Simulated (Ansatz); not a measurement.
The slice is one period of a {110} plane through atoms; its size isn't given.

The numbers are results of PBE (plane waves to 420 eV, PAW, scalar-relativistic; Ansatz, an electronic-structure program), not measurements. These are valence fields of a PAW run, semicore shells included where kept as valence: close to a nucleus they are smooth pseudo fields.

```
|%%%%##**++====--------------====++**##%%|
|####**++======--------------======++**##|
|****++++==========================++++**|
|++++============++++++++++============++|
|==============++**######**++============|
|----------====++##%%@@%%##++====--------|
|------------==++##@@@@@@##++==----------|
|::::::::----==++##%%@@%%##++==----::::::|
|....::::::--====**######**====--::::::..|
|........::----====++++++====----::......|
|    ....::::----==========----::::....  |
|      ....::::--------------::::....    |
|        ....::::::------::::::....      |
|        ......::::::::::::::......      |
|          ......::::::::::......        |
|          ......................        |
|              ..............            |
|........            ..            ......|
|............                  ..........|
|::::::........              ........::::|
|--::::::::......          ......::::::::|
|--------::::....          ....::::------|
|======----::::....      ....::::----====|
|++++====----::::..........::::----====++|
|****++====----::..........::----====++**|
|####**++====--::::......::::--====++**##|
|%%%%##**++==----::::::::::----==++**##%%|
|%%%%##**++==------::::::------==++**##%%|
```
Scale: ten equal steps from -2.05 (start of ' ') to 1.71 (end of '@'), in the order ' .:-=+*#%@'. Values: log₁₀ of the valence density in e/Å³. The map has 20 points along u (two characters each, u = 0 at the left) and 28 along v (v = 0 in the bottom row). The scale is logarithmic, as a density can span decades between atoms and voids.

```
|xxx-+#@%*+=+*%@#+-xx|
|xx:=*%@%+===+%@%*=:x|
|:-=+%@@*=---=*@@%+=-|
|++*#@@*=-::--=*@@#*+|
|**#@@%+-:xxx:-+%@@#*|
|##%@%+=-xxxxx-=+%@%#|
|**##*=-:xxxxx:-=*##*|
|===++=-:xxxxx:-=++==|
|.::-=---:xxx:---=-::|
|  .:-----:::-----:. |
|   .:-----------:.  |
|    .:-=======-:.   |
|     .:-=====-:.    |
|      .:-----:.     |
|       ..:::..      |
|         ...        |
|                    |
|                    |
|...               ..|
|=--:.           .:--|
|**+=-.         .-=+*|
|###*+-:       :-+*##|
|*****+-.     .-+****|
|+++***+-.   .-+***++|
|:-=+***=:   :=***+=-|
|xx:=+**+-...-+**+=:x|
|xxx-+*#*=:::=*#*+-xx|
|xxx:+*%#+=-=+#%*+:xx|
```
Scale: ten equal steps from 0.01 (start of ' ') to 0.71 (end of '@'), in the order ' .:-=+*#%@'. Values: electron localisation function (ELF). The map has 20 points along u (one character each, u = 0 at the left) and 28 along v (v = 0 in the bottom row). Points within 0.5 Å of a nucleus are blanked (x), as the pseudised field means little there.

Q: Which relaxed crystal do these maps come from?
(A) BAs (zinc blende)
(B) CdTe (zinc blende)
(C) GaSb (zinc blende)

A: C, GaSb (zinc blende). Atoms on the slice: Sb at (0.00, 0.00); Ga at (0.50, 0.75)

All were relaxed with their symmetry unable to fall. At this level the bands of GaSb touch or barely overlap; measurements give the solid a gap. Spin-orbit coupling is left out. The PAW data are Ansatz's earlier set.
